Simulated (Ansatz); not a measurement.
This run works on a generated trial structure, not on a known crystal.

Input and command of a plane-wave DFT calculation in Ansatz:

```yaml
crystal:
  lattice:
    - [6.19833788, 0.0, 0.0]
    - [-3.09916894, 5.36791806, 0.0]
    - [0.0, 0.0, 6.51090488]
  atoms:
    - { symbol: Na, position: [0.0, 0.0, 0.59994998] }
    - { symbol: Hf, position: [0.5, 0.0, 0.89190359] }
    - { symbol: Hf, position: [0.0, 0.5, 0.89190359] }
    - { symbol: Hf, position: [0.5, 0.5, 0.89190359] }
    - { symbol: Nb, position: [0.0, 0.0, 0.19447194] }
    - { symbol: Bi, position: [0.5, 0.0, 0.49170703] }
    - { symbol: Bi, position: [0.0, 0.5, 0.49170703] }
    - { symbol: Bi, position: [0.5, 0.5, 0.49170703] }
basis:
  ecutwfc: 420
kpoints:
  mp_grid: { grid: [3, 3, 3] }
hamiltonian:
  xc: pbe
scf:
  occupations: { method: gaussian, width: 0.2 }
  lower_state_search: "off"
output:
  forces: true
  stress: true
  eigenvalues: true
relax:
  adjacent_minimum: "off"
  f_tol: 0.08
  max_steps: 16
  cell: { stress_tol: 0.8 }
```

```bash
ansatz run input.yaml --threads 1 --pin off --max-ram 2560MiB --backend cpu --events-out ev --progress --plain --runs-dir out
```

Processor: Arm Neoverse V1, 1 thread, on a host shared with other jobs.

How long does it run, and how much memory does it take?

About 110 s, peak memory 0.53 GiB. It solves 87 bands at 6 k points (after reduction by symmetry) with about 4083 plane waves (on the last cell), in 56 SCF iterations over 7 ionic steps.
